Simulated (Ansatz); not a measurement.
The relaxed structure here is a generated cell of TiAl: the first start was made by placing the elements on the sites of a structure type, and the end was not matched to a known phase here, so it may be hypothetical. Known forms of TiAl include space group No. 123.

A relaxed cell of TiAl (P6₃/mmc (No. 194)), relaxed on a k-mesh at least as fine as the one used below. Computed with PBE (plane waves to 420 eV, PAW, scalar-relativistic; Ansatz, a first-principles code). Γ-centred k-mesh 8×8×6 on the run's cell (coarser than for final values), Fermi–Dirac smearing 0.05 eV.

```
CELL_PARAMETERS angstrom
      4.62163     0.00000     0.00000
     -2.31082     4.00245     0.00000
      0.00000     0.00000     5.16941
ATOMIC_POSITIONS crystal
  Ti 0.66667 0.33333 0.25000
  Ti 0.33333 0.66667 0.75000
  Al 0.66667 0.33333 0.75000
  Al 0.33333 0.66667 0.25000
```

The atoms are displaced along an unstable phonon of this cell by (Å):

| atom | ux | uy | uz |
|---|---|---|---|
| Ti1 | 0.000 | 0.000 | 0.143 |
| Ti2 | 0.000 | 0.000 | -0.143 |
| Al3 | 0.000 | 0.000 | 0.150 |
| Al4 | 0.000 | 0.000 | -0.150 |

Question: What forces (eV/Å) and pressure result?

Answer: 
| atom | Fx | Fy | Fz |
|---|---|---|---|
| Ti1 | 0.00 | 0.00 | 0.57 |
| Ti2 | 0.00 | 0.00 | -0.57 |
| Al3 | 0.00 | 0.00 | 0.27 |
| Al4 | 0.00 | 0.00 | -0.27 |

Pressure -0.5 GPa.

Question: Estimate the energy cost of the displacement in the harmonic approximation and compare with the calculation.

Answer: For a harmonic well ΔE = −½ Σ F·u = -0.122 eV a cell, or -30 meV/atom. The calculated energy relative to the undisplaced cell is -0.04 eV/atom, so the harmonic estimate holds well.

The undisplaced cell is probably no minimum: from this displacement the run went on to P-3m1 (No. 164), 0.48 eV/atom below it.

No spin polarisation in the result. A magnetic state may lie lower.
